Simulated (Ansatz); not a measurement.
YSiRu:
```xyz
12
Lattice="6.9973 0.0000 0.0000 0.0000 4.3192 0.0000 0.0000 0.0000 7.0864" Properties=species:S:1:pos:R:3 pbc="T T T"
Y      0.0943     3.2394     1.3265
Y      6.9030     1.0798     5.7599
Y      3.4043     1.0798     4.8697
Y      3.5930     3.2394     2.2167
Si     2.1391     1.0798     0.7474
Si     4.8582     3.2394     6.3390
Si     1.3596     3.2394     4.2906
Si     5.6377     1.0798     2.7958
Ru     4.5638     1.0798     0.4754
Ru     2.4335     3.2394     6.6110
Ru     5.9321     3.2394     4.0186
Ru     1.0652     1.0798     3.0678
```

Relaxed with r²SCAN. Special points in fractions of this cell's reciprocal vectors: Γ (0.000, 0.000, 0.000); X (0.500, 0.000, 0.000); S (0.500, 0.500, 0.000); Y (0.000, 0.500, 0.000); Z (0.000, 0.000, 0.500); U (0.500, 0.000, 0.500); R (0.500, 0.500, 0.500); T (0.000, 0.500, 0.500).

List the band energies nearest the Fermi level at these points for r²SCAN in the plane-wave PAW code Ansatz.

In eV from the Fermi level; about four levels below and three above (degenerate sets whole), none deeper than 8.9 eV; points with the same levels are listed once.

```csv
k,below,above
Γ,-0.67 -0.62 -0.42 -0.15,0.05 0.38 0.79
X,-0.55 -0.55 -0.50 -0.50,0.76 0.76 1.82 1.82
S,-0.47 -0.47 -0.47 -0.47,1.26 1.26 1.26 1.26
Y,-0.34 -0.34 -0.17 -0.17,0.61 0.61 1.84 1.84
Z,-0.86 -0.86 -0.44 -0.44,0.07 0.07 0.81 0.81
U,-1.02 -1.02 -0.11 -0.11,0.11 0.11 0.17 0.17
R,-1.30 -1.30 -1.30 -1.30,0.14 0.14 0.14 0.14
T,-0.25 -0.25 -0.23 -0.23,0.79 0.79 1.43 1.43
```

Space group Pnma. The first step of the workflow began from a Materials Project structure, measured or hypothetical; the Crystallography Open Database copy checked does not list it. Whether it is the stable phase at ambient conditions was not checked. Symmetry was held in the r²SCAN relaxation; whether a distortion lowers the energy is not shown. No spin polarisation was allowed. Spin–orbit coupling is left out wherever it is not named.

Potentials: the later of the program's two PAW sets.
